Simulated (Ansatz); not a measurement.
Relaxed CuAu (CuAu type, space group P4/mmm):

```xyz
4
Lattice="2.8815 0.0000 0.0000 0.0000 2.8815 0.0000 0.0000 0.0000 7.2295" Properties=species:S:1:pos:R:3 pbc="T T T"
Cu     1.4408     1.4408     1.8074
Cu     1.4408     1.4408     5.4221
Au     0.0000     0.0000     0.0000
Au     0.0000     0.0000     3.6148
```

The atoms are displaced by Q × the pattern below (from a DFPT mode at Z = (0.0, 0.0, 0.5), largest move 1; Q in Å), at fixed cell. (q is in reciprocal vectors of the primitive cell; the cell shown is doubled to hold the pattern.)

```
atom      x      y       z
----  -----  -----  ------
Cu1   0.000  0.000  -1.000
Cu2   0.000  0.000   1.000
```

Atoms not listed stay in place.

Method: PBE (plane waves to 420 eV, PAW, scalar-relativistic; Ansatz, a quantum-chemistry and plane-wave program). k mesh 16×16×7 (Γ-centred), Fermi-Dirac smearing 0.05 eV. E stands for the smeared free energy. With partly filled bands, energies and forces of such displacements shift with the k mesh and the smearing. CuAu is run without spin polarisation. CuAu was relaxed with its symmetry unable to fall. Spin-orbit coupling is left out, though Au is heavy. ΔE is measured from the undisplaced structure. The last digit holds for this mesh only.

```
Q (Å)    ΔE (meV/cell)
-------  -------------
-0.2800       withheld
-0.2333          386.5
-0.1867          246.1
-0.1400          137.8
-0.0933           61.1
-0.0467           15.3
0.0000             0.0
0.0467            15.3
0.0933            61.1
0.1400           137.8
0.1867           246.1
0.2333           386.5
0.2800        withheld
```

### Question
Fit an even polynomial form (powers 2, 4) to the given rows and predict ΔE at Q = 0.2800.

### Answer
Least squares on the 11 given rows: ΔE = (6992)·Q² + (1997)·Q⁴, in meV/cell with Q in Å; root-mean-square residual 0.05 meV/cell. At 0.2800 the fit gives 560.4 meV/cell; the calculation gives 560.3 meV/cell, so the extrapolation is off by 0.1 (+0.0 %). The quadratic term alone would give 548.2 meV/cell.

(A displaced cell: forces are minus the slopes of the energy, force constants its curvatures, and phonons follow from these.)
